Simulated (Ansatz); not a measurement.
A plane-wave run on NaNbCl₃

input.yaml (Ansatz 0.2.0)

```yaml
crystal:
  lattice:
    - [6.657454, 0.0, 0.0]
    - [-3.328727, 5.765531, 0.0]
    - [-3.328727, 1.921844, 6.271602]
  atoms:
    - { symbol: Na, position: [0.1449, 0.8551, 0.4347] }
    - { symbol: Na, position: [0.8551, 0.1449, 0.5653] }
    - { symbol: Nb, position: [0.3407, 0.6593, 0.0221] }
    - { symbol: Nb, position: [0.6593, 0.3407, 0.9779] }
    - { symbol: Cl, position: [0.449, 0.9328, 0.2331] }
    - { symbol: Cl, position: [0.0672, 0.2831, 0.2331] }
    - { symbol: Cl, position: [0.7169, 0.551, 0.2331] }
    - { symbol: Cl, position: [0.551, 0.0672, 0.7669] }
    - { symbol: Cl, position: [0.9328, 0.7169, 0.7669] }
    - { symbol: Cl, position: [0.2831, 0.449, 0.7669] }
  symmetry: { tolerance: 0.0003 }
kpoints:
  mp_grid: { grid: [6, 6, 6], shift: [0, 0, 0] }
  band_path:
    path:
      - [0.0, 0.0, 0.0]
      - [0.0, 0.0, -0.5]
      - [-0.27073145, -0.27073145, -0.5]
      - [-0.27073145, -0.45853709, -0.22926855]
      - [-0.5, 0.0, 0.0]
      - [0.0, 0.0, 0.0]
      - [-0.36463427, -0.36463427, 0.0]
      - [-0.27073145, -0.36463427, -0.36463427]
      - [0.0, -0.5, -0.5]
      - [0.0, 0.0, 0.0]
    npoints: 6
magnetization:
  spin_polarized: false
scf:
  occupations: { method: fermi_dirac }
  lower_state_search: "off"
  max_iter: 200
hamiltonian:
  pseudopotentials: { kind: paw }
  xc: pbe
basis:
  ecutwfc: 420
  fft_grid_basis: typed
output:
  forces: true
  stress: true
  eigenvalues: true
  bader: true
  populations: true
  elf: true
  write_potential: true
  volumetric_format: npy
  dos:
    e_range: [-12, 8]
    de: 0.05
    projected: { site_lists: { Cl: [Cl], Na: [Na], Nb: [Nb] } }
checkpoint:
  read: saved_state
```

The saved state is an earlier solution for the same cell, perhaps on another mesh. 

Output (shortened):

```
Warning: crystal.lattice misses the space group found at crystal.symmetry.tolerance 3.0e-4 in a digit that the deck types, which is why this is a warning: making the lattice exact moves one of its numbers by a whole unit of that number's last typed decimal, or more. The operation that it misses by the most changes a squared length by the fraction 2.02e-6.
Pseudopotentials: kind: paw
Pseudopotential: Na, paw, valence charge 9, recommended cutoff 420 eV (normal), Na.paw.azcp
Pseudopotential: Nb, paw, valence charge 13, recommended cutoff 420 eV (normal), Nb.paw.azcp
Pseudopotential: Cl, paw, valence charge 7, recommended cutoff 420 eV (normal), Cl.paw.azcp
Functional definition: PBE
  exchange = pbe_x(kappa = kappa, mu = beta*pi^2/3)
  correlation = pbe_c(beta = beta)
Crystal: 10 atoms, lattice volume = 240.728 Å³
Basis set: ecut = 420 eV, 4689 PW (Γ), exchange–correlation on 90×90×100 points (8 copies of the dense FFT grid, shifted against one another)
Bands: 53, of which v1, the nominal top of the filled ones, is band 43 counted from 1 (42 counted from 0)
Symmetry: 6 space group operations
Space group: R-3 (ITA 148), of the structure as read, at distance tolerance 1.9e-3 Å
k-points: 40 of 216
Initial density: read from a saved state, or passed on in memory by an earlier SCF of this step, an earlier step, the calling program or the single point that the run made first
Functional: x = pbe(κ = 0.804, μ = 0.2195), c = pbe(β = 0.0667)
SCF iter   1: F=—  Δρ=3.54e-4  dr2=3.24e-4
SCF iter   2: F=—  Δρ=2.08e-4  dr2=1.30e-4
SCF iter   3: F=—  Δρ=4.80e-5  dr2=1.12e-5
SCF iter   4: F=—  Δρ=2.15e-5  dr2=2.26e-6
SCF iter   5: F=—  Δρ=1.57e-5  dr2=7.02e-7
SCF iter   6: F=-18564.5796 eV  Δρ=5.02e-6  dr2=8.43e-8
Free energy (F): -18564.5796 eV
Harris-Foulkes:  -18564.5796 eV  (|F-HF|=3.41e-8)
Internal energy: -18564.2266 eV  (E = F + TS)
E sigma→0 (E₀):  -18564.4031 eV
Entropy (-TS):   -0.3530 eV (-35.297 meV/atom)
Fermi energy:    6.9865 eV
--- Per-component energies (eV) ---
  E_band       = -939.2554
  E_kinetic    = 1994.4850
  E_local      = -6768.8939  (includes V_loc(G=0)·N_el)
  E_nonlocal   = 646.0904
  E_hartree    = 2359.5355
  E_xc         = -1067.4989
  E_vxc        = -1252.7207  (∫ρ·V_xc dr)
  E_paw        = -10630.6774  (= ΣΔE_a)
  E_vpaw       = -277.2765  (= ΣTr[D̂ρ^β])
  E_aug_tail   = 0.0005  (compensation charges beyond the density's cutoff)
  E_ewald      = -5097.2679
  E_smearing   = -0.3530  (= −TS)
--- Stress (GPa, compression-positive) ---
       -2.6388       0.0000       0.0000
        0.0000      -2.6388       0.0000
        0.0000       0.0000       1.0814
  P = ⅓ Tr σ = -1.3988 GPa (-13.988 kbar)
```

Total energies depend on the potentials used, so only differences within one code and one set of settings carry meaning.

Origin: a known structure type with other elements, at an estimated volume, so it need not be a known compound. Caveats: many states at the Fermi level without spin polarisation, so a magnetic state may lie lower.
